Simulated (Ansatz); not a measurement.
TiPd₃:
```cif
data_Pd3Ti
_chemical_formula_sum 'Ti1 Pd3'
_space_group_name_H-M_alt 'P 1'
_space_group_IT_number 1
_cell_length_a 3.86731
_cell_length_b 3.86731
_cell_length_c 3.86731
_cell_angle_alpha 90.000
_cell_angle_beta 90.000
_cell_angle_gamma 90.000
loop_
_space_group_symop_operation_xyz
  'x, y, z'
loop_
_atom_site_label
_atom_site_type_symbol
_atom_site_fract_x
_atom_site_fract_y
_atom_site_fract_z
_atom_site_occupancy
Ti1 Ti 0.00000 0.00000 0.00000 1
Pd1 Pd 0.00000 0.50000 0.50000 1
Pd2 Pd 0.50000 0.00000 0.50000 1
Pd3 Pd 0.50000 0.50000 0.00000 1
```

Relaxed with PBEsol.

Question: Which orbitals make up the states near the Fermi level in PBEsol (plane waves, PAW; program Ansatz)?

Answer: Within 0.5 eV of the Fermi level: Ti 3d 72 %, Pd 4d 17 %, outside the projected shells 10 %. Projections are on Löwdin-orthogonalised atomic valence shells; empty p or d shells of many metals are not among them.

Question: Tabulate the density of states.

Answer: States/eV per cell of 4 atoms, in 0.25 eV bins, energy from the Fermi level.

| E (eV) | total | Pd 4d | Ti 3d | Ti 4s |
|---|---|---|---|---|
| -7.85 | 0.16 | 0.00 | 0.00 | 0.14 |
| -7.60 | 0.23 | 0.00 | 0.00 | 0.20 |
| -7.35 | 0.30 | 0.01 | 0.00 | 0.25 |
| -7.10 | 0.37 | 0.02 | 0.00 | 0.30 |
| -6.85 | 0.46 | 0.04 | 0.01 | 0.34 |
| -6.60 | 0.58 | 0.09 | 0.01 | 0.38 |
| -6.35 | 0.94 | 0.35 | 0.02 | 0.42 |
| -6.10 | 2.90 | 1.92 | 0.19 | 0.48 |
| -5.85 | 5.51 | 4.30 | 0.47 | 0.35 |
| -5.60 | 8.21 | 6.71 | 0.63 | 0.53 |
| -5.35 | 9.24 | 7.83 | 0.70 | 0.40 |
| -5.10 | 7.39 | 6.56 | 0.50 | 0.12 |
| -4.85 | 6.30 | 5.74 | 0.38 | 0.03 |
| -4.60 | 5.10 | 4.71 | 0.26 | 0.02 |
| -4.35 | 6.55 | 5.98 | 0.37 | 0.03 |
| -4.10 | 5.88 | 5.27 | 0.32 | 0.12 |
| -3.85 | 6.38 | 5.70 | 0.30 | 0.13 |
| -3.60 | 6.05 | 5.34 | 0.26 | 0.12 |
| -3.35 | 8.85 | 7.85 | 0.64 | 0.09 |
| -3.10 | 7.87 | 6.72 | 0.81 | 0.06 |
| -2.85 | 6.96 | 5.65 | 0.75 | 0.04 |
| -2.60 | 9.15 | 7.94 | 0.77 | 0.03 |
| -2.35 | 6.04 | 5.26 | 0.46 | 0.04 |
| -2.10 | 4.47 | 3.84 | 0.34 | 0.08 |
| -1.85 | 3.94 | 3.12 | 0.41 | 0.19 |
| -1.60 | 4.07 | 2.62 | 0.70 | 0.44 |
| -1.35 | 4.03 | 2.50 | 0.85 | 0.33 |
| -1.10 | 4.39 | 3.33 | 0.60 | 0.15 |
| -0.85 | 2.15 | 1.65 | 0.28 | 0.05 |
| -0.60 | 0.71 | 0.36 | 0.18 | 0.02 |
| -0.35 | 0.26 | 0.03 | 0.12 | 0.01 |
| -0.10 | 0.50 | 0.07 | 0.36 | 0.00 |
| 0.15 | 5.26 | 0.82 | 3.90 | 0.02 |
| 0.40 | 10.16 | 1.83 | 7.31 | 0.08 |
| 0.65 | 7.02 | 1.48 | 5.00 | 0.12 |
| 0.90 | 6.99 | 1.59 | 4.40 | 0.09 |
| 1.15 | 3.01 | 0.51 | 1.79 | 0.10 |
| 1.40 | 3.19 | 0.48 | 1.71 | 0.09 |
| 1.65 | 2.10 | 0.29 | 1.10 | 0.03 |
| 1.90 | 1.01 | 0.09 | 0.33 | 0.02 |
| 2.15 | 0.85 | 0.07 | 0.23 | 0.01 |
| 2.40 | 0.71 | 0.05 | 0.17 | 0.01 |
| 2.65 | 0.61 | 0.04 | 0.15 | 0.03 |
| 2.90 | 0.75 | 0.05 | 0.18 | 0.07 |
| 3.15 | 1.42 | 0.09 | 0.31 | 0.12 |
| 3.40 | 1.55 | 0.08 | 0.28 | 0.07 |
| 3.65 | 1.31 | 0.06 | 0.19 | 0.04 |
| 3.90 | 1.16 | 0.04 | 0.14 | 0.03 |
| 4.15 | 1.09 | 0.04 | 0.11 | 0.02 |
| 4.40 | 1.02 | 0.03 | 0.09 | 0.02 |
| 4.65 | 0.96 | 0.03 | 0.07 | 0.01 |

Space group Pm-3m (Cu3Au type). The workflow started from an entry of the Crystallography Open Database (COD). Its standing as an ambient phase is unchecked. The cell was relaxed with PBEsol under the symmetry of its start; of distortions, only those at the zone centre were tested. No spin polarisation was allowed. Spin–orbit coupling is left out wherever it is not named.

Potentials: the later of the program's two PAW sets.
